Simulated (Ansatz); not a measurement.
## Mg₂Ti₃AlS₈, one structure, two calculations

Cell: a computed structure from the Materials Project (it need not be an observed phase).

```xyz
14
Lattice="6.2743 -3.6268 0.0000 6.2743 3.6268 0.0000 -4.1758 0.0000 6.1007" Properties=species:S:1:pos:R:3 pbc="T T T"
Mg    0.0017    0.0000    2.2964
Mg    8.3711    0.0000    3.8044
Ti    3.1371    1.8134    0.0000
Ti    6.2743    0.0000    0.0000
Ti    3.1371   -1.8134    0.0000
Al    4.1864    0.0000    3.0504
S     0.0067    0.0000    4.7427
S     3.2395    1.6420    4.6035
S     3.2395   -1.6420    4.6035
S     6.0835    0.0000    4.6031
S     5.1333    1.6420    1.4972
S     2.2893    0.0000    1.4976
S     8.3660    0.0000    1.3581
S     5.1333   -1.6420    1.4972
```

Atom numbers follow the list; atoms alike are taken as one site, whose name carries the number of the first.

First run. Method: Kohn–Sham DFT in Ansatz, PBE, plane waves and PAW, scalar-relativistic, collinear spin, 420 eV cutoff, Γ-centred 5×5×5 k-points, Fermi–Dirac smearing 0.02 eV. Start moments as typed (μB): 1 on each Ti, none on the rest.

```tsv
site	atom	V_zz (10²¹ V/m²)	η	m (μB)
Mg	1	0.22	0.02	0.01
Ti3	3	-1.72	0.01	0.66
Ti4	4	-1.73	0.04	0.66
Al	6	0.021	0.77	0.04
S7	7	0.56	0.02	-0.01
S8	8	2.04	0.78	-0.01
S10	10	2.05	0.75	-0.01
```

Second run. The same atoms and settings, except that the mesh is 6×6×6 and the Fermi–Dirac smearing is 0.05 eV.

Question: Given the first result, estimate the second.

Answer: 

```json
{"site": "Mg", "atom": "1", "V_zz": "0.23", "η": "0.02", "change of V_zz": "+0.01", "m (μB)": "0.01"}
{"site": "Ti3", "atom": "3", "V_zz": "-1.73", "η": "0.18", "change of V_zz": "-0.01", "m (μB)": "0.67"}
{"site": "Ti4", "atom": "4", "V_zz": "-1.75", "η": "0.21", "change of V_zz": "-0.02", "m (μB)": "0.66"}
{"site": "Al", "atom": "6", "V_zz": "0.034", "η": "0.51", "change of V_zz": "+0.01", "m (μB)": "0.04"}
{"site": "S7", "atom": "7", "V_zz": "0.59", "η": "0.02", "change of V_zz": "+0.03", "m (μB)": "-0.01"}
{"site": "S8", "atom": "8", "V_zz": "2.00", "η": "0.81", "change of V_zz": "-0.04", "m (μB)": "-0.01"}
{"site": "S10", "atom": "10", "V_zz": "2.01", "η": "0.77", "change of V_zz": "-0.04", "m (μB)": "-0.01"}
```

The largest change of V_zz is on S10, from 2.05 to 2.01. The whole tensor moves most on Ti4, by 0.16 along its most changed direction. In per cent, |V_zz| changes by -2 on S (all sites that start above 2). Where |V_zz| stays above 0.1, η moves most on Ti4, from 0.04 to 0.21.

Semilocal functionals can leave a metal where correlation in the d or f shell opens a gap in the real compound, and that would change the values at and beside Ti. All moments are parallel here, as the start or the cell imposes; many such compounds order antiparallel, where fields and spin densities carried over to other atoms largely cancel. The magnetic order is the one that the run reached from its start moments, not necessarily the measured one (the real compound may not order at all).
